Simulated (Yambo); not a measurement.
Yambo run on BN (space group P6_3/mmc, No. 194). The wavefunctions are norm-conserving PBEsol (Quantum ESPRESSO, 84 Ry, no spin-orbit coupling) ones on a 6×6×2 mesh (8 occupied bands); a = b = 2.512 Å, c = 7.707 Å, α = β = 90.00°, γ = 120.00°.

Yambo input:

```
rim_cut
HF_and_locXC
RandQpts= 100000
RandGvec= 1 Ry
EXXRLvcs= 84 Ry
VXCRLvcs= 336 Ry
% QPkrange
 7 | 7 | 9 | 9 |
 14 | 14 | 8 | 9 |
%
```

k points by index: 7 = M, 14 = H.

The o-*.hf file then holds:

```
#    K-point    Band    Eo [eV]    Ehf [eV]    Vxc [eV]    Vnlxc [eV]
#
    7    9    4.421397    9.354584    -10.40068    -5.467488
    14    8    0.000000    -3.396437    -16.44001    -19.83645
    14    9    4.612078    9.910250    -10.91304    -5.614866
```
Exchange alone, without screening.

Geometry of the Materials Project entry, not relaxed at this level.

The distance between layers or molecules is the database entry's, not relaxed here. Functionals without dispersion can leave it too large, which widens gaps and weakens the response across layers: the numbers belong to this cell.
